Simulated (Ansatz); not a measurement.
CaCl₂:
Space group Pnnm (No. 58); a = 6.251 Å, b = 6.488 Å, c = 4.156 Å, α = β = γ = 90.00°

| atom | site | symmetry | x | y | z |
|---|---|---|---|---|---|
| Ca | 2a | ..2/m | 0.0000 | 0.0000 | 0.0000 |
| Cl | 4g | ..m | 0.2727 | 0.3322 | 0.0000 |

Relaxed with r²SCAN.

Tabulate the valence density and the electron localisation function along the shortest Ca–Cl contact (2.74 Å), DFT-r²SCAN in the program Ansatz with PAW potentials.



| distance from Ca (Å) | density (e/Å³) | ELF |
|---|---|---|
| 0.27 | 6.01 | 0.81 |
| 0.41 | 4.81 | 0.85 |
| 0.55 | 3.30 | 0.87 |
| 0.69 | 1.93 | 0.84 |
| 0.82 | 0.98 | 0.74 |
| 0.96 | 0.47 | 0.41 |
| 1.10 | 0.25 | 0.11 |
| 1.23 | 0.19 | 0.07 |
| 1.37 | 0.21 | 0.22 |
| 1.51 | 0.29 | 0.59 |
| 1.65 | 0.45 | 0.80 |
| 1.78 | 0.69 | 0.86 |
| 1.92 | 1.06 | 0.88 |
| 2.06 | 1.53 | 0.87 |
| 2.19 | 1.83 | 0.82 |
| 2.33 | 1.62 | 0.70 |
| 2.47 | 0.87 | 0.47 |

The density is the valence pseudo-density with augmentation charge, so density and ELF within about 1 Å of a nucleus are not all-electron values.

The workflow started from a Materials Project entry (that database holds measured and hypothetical structures alike); the Crystallography Open Database files this formula in space group No. 58, but the cells were not matched. Its standing as an ambient phase is unchecked. Symmetry was held in the r²SCAN relaxation; whether a distortion lowers the energy is not shown.

Potentials: the later of the program's two PAW sets.
